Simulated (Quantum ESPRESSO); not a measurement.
## Li4Mo3Hf (input and log of a self-consistent run)

A calculation, not a measurement. The program is pw.x of Quantum ESPRESSO 7.5 (plane-wave density functional theory). The cell is made up: eight metal atoms on a hexagonal close-packed lattice, with elements, volume, strain and displacements drawn at random and not relaxed, so it may be unstable or far from any real phase. PseudoDojo standard norm-conserving files set the functional (PBE unless stated); there is no spin polarisation or spin-orbit coupling, the Fermi-Dirac width of 0.25 eV means electrons at about 2900 K, and the masses in the input are unused placeholders. Heavy elements are run without spin-orbit coupling, which real alloys of them have. A spin test at this wide smearing found no moment, but such smearing suppresses magnetism that the real alloy may have.

Input:

```
&control calculation='scf', pseudo_dir='./dojo.nc.sr.pbe.v0_5.standard.upf', outdir='./o', disk_io='medium', tprnfor=.true., tstress=.true. /
&system ibrav=0, nat=8, ntyp=3, nbnd=46, ecutwfc=79.96652505, nosym=.true., tot_charge=0,
 occupations='smearing', smearing='fd', degauss=0.0183746611
/
&electrons conv_thr=1.470e-08, electron_maxstep=70, mixing_beta=0.5 /
ATOMIC_SPECIES
Hf 1.0 Hf.upf
Li 1.0 Li.upf
Mo 1.0 Mo.upf
CELL_PARAMETERS angstrom
0.0003 -0.0545 -4.8643
0.0647 5.0982 0.0579
6.0051 0.0747 -0.0003
ATOMIC_POSITIONS angstrom
Li 0.0446 -0.027 -0.0096
Mo 2.8914 0.0393 -0.0234
Hf 1.5471 2.5597 -0.0421
Li 4.4146 2.5556 -0.0013
Mo 0.0796 1.6452 -2.4226
Li 3.0746 1.7254 -2.3355
Mo 1.5424 4.2554 -2.4466
Li 4.6429 4.3027 -2.4806
K_POINTS automatic
6 6 5 1 1 1
```

The log is shortened where brackets say so; the opening notice, blank lines, dates and the lines on written files are dropped, and the path of the files is cut. It prints rydbergs, bohrs and kilobars, and counts compression as positive stress. Its total energy is the free energy E - TS of the whole cell.

```
     Program PWSCF v.7.5
     Parallel version (MPI & OpenMP), running on       1 processor cores
     Number of MPI processes:                 1
     Threads/MPI process:                     1
     [start-up lines left out]
     bravais-lattice index     =            0
     lattice parameter (alat)  =       9.1928  a.u.
     unit-cell volume          =    1004.6857 (a.u.)^3
     number of atoms/cell      =            8
     number of atomic types    =            3
     number of electrons       =        66.00
     number of Kohn-Sham states=           46
     kinetic-energy cutoff     =      79.9665  Ry
     charge density cutoff     =     319.8661  Ry
     scf convergence threshold =      1.5E-08
     mixing beta               =       0.5000
     number of iterations used =            8  plain     mixing
     Exchange-correlation= PBE
                           (   1   4   3   4   0   0   0)
     [axes and pseudopotential details left out]
   Cartesian axes
     site n.     atom                  positions (alat units)
         1        Li     tau(   1) = (   0.0091683  -0.0055503  -0.0019734  )
         2        Mo     tau(   2) = (   0.5943750   0.0080788  -0.0048103  )
         3        Hf     tau(   3) = (   0.3180320   0.5261886  -0.0086544  )
         4        Li     tau(   4) = (   0.9074940   0.5253458  -0.0002672  )
         5        Mo     tau(   5) = (   0.0163631   0.3381980  -0.4980055  )
         6        Li     tau(   6) = (   0.6320348   0.3546845  -0.4801006  )
         7        Mo     tau(   7) = (   0.3170658   0.8747678  -0.5029391  )
         8        Li     tau(   8) = (   0.9544248   0.8844911  -0.5099283  )
     number of k points=    90  Fermi-Dirac smearing, width (Ry)=  0.0184
                       cart. coord. in units 2pi/alat
        k(    1) = (   0.0800153   0.0794562  -0.0842239), wk =   0.0222222
        k(    2) = (   0.2420567   0.0773993  -0.0841908), wk =   0.0222222
     [further k points left out]
     Dense  grid:    97105 G-vectors     FFT dimensions: (  54,  60,  72)
     Estimated max dynamical RAM per process >     137.55 MB
     Initial potential from superposition of free atoms
     starting charge      65.9756, renormalised to      66.0000
     Starting wfcs are   48 randomized atomic wfcs
     total cpu time spent up to now is       25.4 secs
     per-process dynamical memory:   102.8 Mb
     Self-consistent Calculation
     iteration #  1     ecut=    79.97 Ry     beta= 0.50
     Davidson diagonalization with overlap
     ethr =  1.00E-02,  avg # of iterations =  4.8
     total cpu time spent up to now is      103.9 secs
     total energy              =    -591.27417462 Ry
     estimated scf accuracy    <       1.22812458 Ry
     iteration #  2     ecut=    79.97 Ry     beta= 0.50
     Davidson diagonalization with overlap
     ethr =  1.86E-03,  avg # of iterations =  2.9
     total cpu time spent up to now is      172.7 secs
     total energy              =    -591.23074165 Ry
     estimated scf accuracy    <       4.36958175 Ry
     iteration #  3     ecut=    79.97 Ry     beta= 0.50
     Davidson diagonalization with overlap
     ethr =  1.86E-03,  avg # of iterations =  2.0
     total cpu time spent up to now is      235.9 secs
     total energy              =    -591.56276185 Ry
     estimated scf accuracy    <       4.34725191 Ry
     iteration #  4     ecut=    79.97 Ry     beta= 0.50
     Davidson diagonalization with overlap
     ethr =  1.86E-03,  avg # of iterations =  1.1
     total cpu time spent up to now is      286.2 secs
     total energy              =    -591.80092305 Ry
     estimated scf accuracy    <       0.06012550 Ry
     iteration #  5     ecut=    79.97 Ry     beta= 0.50
     Davidson diagonalization with overlap
     ethr =  9.11E-05,  avg # of iterations =  4.2
     total cpu time spent up to now is      357.2 secs
     total energy              =    -591.79630962 Ry
     estimated scf accuracy    <       0.13762151 Ry
     [iterations 6 to 10 left out]
     iteration # 11     ecut=    79.97 Ry     beta= 0.50
     Davidson diagonalization with overlap
     ethr =  3.21E-09,  avg # of iterations =  4.2
     total cpu time spent up to now is      776.8 secs
     total energy              =    -591.81144180 Ry
     estimated scf accuracy    <       0.00000025 Ry
     iteration # 12     ecut=    79.97 Ry     beta= 0.50
     Davidson diagonalization with overlap
     ethr =  3.78E-10,  avg # of iterations =  2.4
     total cpu time spent up to now is      850.6 secs
     total energy              =    -591.81144182 Ry
     estimated scf accuracy    <       0.00000005 Ry
     iteration # 13     ecut=    79.97 Ry     beta= 0.50
     Davidson diagonalization with overlap
     ethr =  8.21E-11,  avg # of iterations =  2.7
     total cpu time spent up to now is      934.6 secs
     total energy              =    -591.81144179 Ry
     estimated scf accuracy    <       0.00000065 Ry
     iteration # 14     ecut=    79.97 Ry     beta= 0.50
     Davidson diagonalization with overlap
     ethr =  8.21E-11,  avg # of iterations =  2.0
     total cpu time spent up to now is     1034.6 secs
     total energy              =    -591.81144183 Ry
     estimated scf accuracy    <       0.00000003 Ry
     iteration # 15     ecut=    79.97 Ry     beta= 0.50
     Davidson diagonalization with overlap
     ethr =  4.68E-11,  avg # of iterations =  1.0
     total cpu time spent up to now is     1128.6 secs
     End of self-consistent calculation
     [lines on levels left out]
!    total energy              =    -591.81144184 Ry
     estimated scf accuracy    <          1.1E-09 Ry
     smearing contrib. (-TS)   =      -0.12297472 Ry
     internal energy E=F+TS    =    -591.68846712 Ry
     The total energy is F=E-TS. E is the sum of the following terms:
     one-electron contribution =    -266.65032607 Ry
     hartree contribution      =     142.00338345 Ry
     xc contribution           =    -103.20568200 Ry
     ewald contribution        =    -363.83584250 Ry
     convergence has been achieved in  15 iterations
     Forces acting on atoms (cartesian axes, Ry/au):
     atom    1 type  2   force =    -0.01518343    0.00423989   -0.00338385
     atom    2 type  3   force =    -0.06320188   -0.03186519    0.00369282
     atom    3 type  1   force =    -0.01340646   -0.00940485    0.01470935
     atom    4 type  2   force =     0.01658542    0.00084054    0.00180414
     atom    5 type  3   force =     0.07564042    0.00159271   -0.00468876
     atom    6 type  2   force =     0.00098150   -0.00343414   -0.01511300
     atom    7 type  3   force =     0.00636812    0.03997385   -0.00292913
     atom    8 type  2   force =    -0.00778369   -0.00194281    0.00590844
     Total force =     0.117390     Total SCF correction =     0.000042
     Computing stress (Cartesian axis) and pressure
          total   stress  (Ry/bohr**3)                   (kbar)     P=      -89.91
  -0.00043313  -0.00017431   0.00000759          -63.72      -25.64        1.12
  -0.00017431  -0.00074055  -0.00000939          -25.64     -108.94       -1.38
   0.00000759  -0.00000939  -0.00065985            1.12       -1.38      -97.07
     init_run     :     20.18s CPU     25.25s WALL (       1 calls)
     electrons    :   1030.44s CPU   1103.19s WALL (       1 calls)
     forces       :     17.23s CPU     17.45s WALL (       1 calls)
     stress       :     58.32s CPU     58.73s WALL (       1 calls)
     [timing details left out]
     PWSCF        :  18m46.77s CPU  20m 6.06s WALL
     JOB DONE.
```

In other units: free energy -8052.005 eV for the cell, pressure -8.99 GPa, largest force component 1.945 eV/Å in size. The run took 1207 s of wall time with one process on a shared machine (AMD EPYC, Zen 5, virtual cores), so the time is rough. A rerun of this cell at a higher cutoff and on a denser mesh moved values by no more than 0.002 eV in energy, 0.02 GPa in stress and 0.003 eV/Å in force, and a second program with other atomic files agreed on that cell to 2 % rms in force and 0.5 GPa in pressure.